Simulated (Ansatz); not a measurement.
# Two states of TlNi₂S₂

```yaml
crystal:
  lattice:
    - [0.00000, 0.00000, 12.73618]
    - [-3.78196, 3.78196, 0.00000]
    - [1.89098, 1.89098, -6.36809]
  atoms:
    - { symbol: Ni, position: [0.00000, 0.75000, 0.50000] }
    - { symbol: Ni, position: [0.50000, 0.25000, 0.50000] }
    - { symbol: Ni, position: [0.00000, 0.25000, 0.50000] }
    - { symbol: Ni, position: [0.50000, 0.75000, 0.50000] }
    - { symbol: S, position: [0.36000, 0.00000, 0.00000] }
    - { symbol: S, position: [0.86000, 0.50000, 0.00000] }
    - { symbol: S, position: [0.14000, 0.50000, 0.00000] }
    - { symbol: S, position: [0.64000, 0.00000, 0.00000] }
    - { symbol: Tl, position: [0.00000, 0.00000, 0.00000] }
    - { symbol: Tl, position: [0.50000, 0.50000, 0.00000] }
```

The numbers come from plane-wave PAW DFT (Ansatz): r2SCAN, 500 eV, 4×4×8 Γ-centred k points, cold occupations (width 0.0109 eV). Nothing was relaxed.

State A: Ni1 up, Ni2 down, Ni3 up, Ni4 down (collinear spin). State B: Ni1 up, Ni2 up, Ni3 up, Ni4 up (collinear spin).

Question: Which state is lower, and how do they differ?

Answer: State B is lower by 31.2 meV an atom at zero smearing.

```json
{"state": "A", "free energy (meV/atom)": "31.2", "largest moment in a small sphere (μB)": "0.77", "net moment (μB/cell)": "0.05", "gap on mesh (eV)": "metal", "pressure (GPa)": "-4.1", "largest force (eV/Å)": "1.52"}
{"state": "B", "free energy (meV/atom)": "0.0", "largest moment in a small sphere (μB)": "1.13", "net moment (μB/cell)": "5.82", "gap on mesh (eV)": "metal", "pressure (GPa)": "-3.1", "largest force (eV/Å)": "1.42"}
```

Origin: a database entry at a rescaled volume. Caveats: semilocal functionals often miss the gap of such magnets; the k mesh is coarse if the cell is a metal; atoms or cell far from equilibrium.
